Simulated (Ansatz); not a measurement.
**Moving the functional in SiF**

The cell as given:

```cif
data_structure
_symmetry_space_group_name_H-M 'P 1'
_symmetry_Int_Tables_number 1
_cell_length_a 3.0286
_cell_length_b 3.0286
_cell_length_c 3.0286
_cell_angle_alpha 90.000
_cell_angle_beta 90.000
_cell_angle_gamma 90.000
_cell_volume 27.78
loop_
_atom_site_label
_atom_site_type_symbol
_atom_site_fract_x
_atom_site_fract_y
_atom_site_fract_z
_atom_site_occupancy
Si1 Si 0.50000 0.50000 0.50000 1
F1 F 0.00000 0.00000 0.00000 1
```

The cell comes from a database or a generator and needn't be the stable form of this composition.

Kept alike: task relaxation of cell and atoms; k mesh 9 × 9 × 9; occupations fermi-dirac, width 0.05 eV; no spin polarisation. Program: Ansatz, Ansatz PAW, cutoff 420 eV. The mesh is that of the run's cell of 2 atoms. No spin-orbit coupling.

| functional | volume (Å³/atom) |
| --- | --- |
| BLYP | 15.109 |
| LDA | 12.908 |
| PBE | 13.925 |
| PBEsol | 13.258 |
| RPBE | 14.402 |
| revPBE | 14.269 |

The relaxations keep at least the cell's symmetry (Pm-3m). For a metal such a mesh leaves the last digits unconverged. Relaxations stop with a little pressure left, so the last digits of a volume or edge aren't settled. Ansatz's relaxations hold a Pulay term in the stress (up to 0.7 GPa here). All rows use potentials made for PBE.

The volume runs from 12.908 (LDA) to 15.109 Å³/atom (BLYP). From PBE: BLYP +1.184; LDA -1.017; PBEsol -0.667; RPBE +0.477; revPBE +0.344.
